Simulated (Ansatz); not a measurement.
**Trigonal deformation path in Al**

Computed with Ansatz 0.2.0, DFT PBEsol, scalar-relativistic, plane waves, PAW. Settings: plane waves to 420 eV, k-mesh 24×24×24 (Γ-centred), Gaussian smearing 0.15 eV. No spin polarisation. Energies are free energies at this smearing, counted from the undisturbed cell; pressure is positive in compression.

The undisturbed cell (as given, not relaxed at this level; it stands at 2.2 GPa; this bcc form isn't the usual structure):

```xyz
1
Lattice="-1.5912 1.5912 1.5912 1.5912 -1.5912 1.5912 1.5912 1.5912 -1.5912" Properties=species:S:1:pos:R:3 pbc="T T T"
Al    0.0000    0.0000    0.0000
```

At fixed volume and fractional coordinates, lengths along (0.577, 0.577, 0.577) are scaled against those across it; ρ is that ratio over its starting value. The cell is metallic on the mesh throughout. At ρ = 2.000 the cell becomes cubic (Pm-3m), and there the slope of the energy vanishes by symmetry.

| ρ | ΔE (meV/atom) | pressure (GPa) |
| --- | --- | --- |
| 0.500 | 5541.0 | 102.6 |
| 0.600 | ? | ? |
| 0.710 | 742.1 | 23.1 |
| 0.850 | ? | ? |
| 0.930 | 19.7 | 2.9 |
| 1.000 | 0.0 | 2.2 |
| 1.080 | ? | ? |
| 1.200 | 88.7 | 5.7 |
| 1.410 | 248.4 | 11.5 |
| 1.700 | 411.7 | 16.8 |
| 2.000 | 478.0 | 18.8 |

Give the withheld values.

ΔE (meV/atom) at ρ = 0.600: 2207.3; pressure (GPa) at ρ = 0.600: 54.4; ΔE (meV/atom) at ρ = 0.850: 119.3; pressure (GPa) at ρ = 0.850: 6.0; ΔE (meV/atom) at ρ = 1.080: 17.6; pressure (GPa) at ρ = 1.080: 2.8.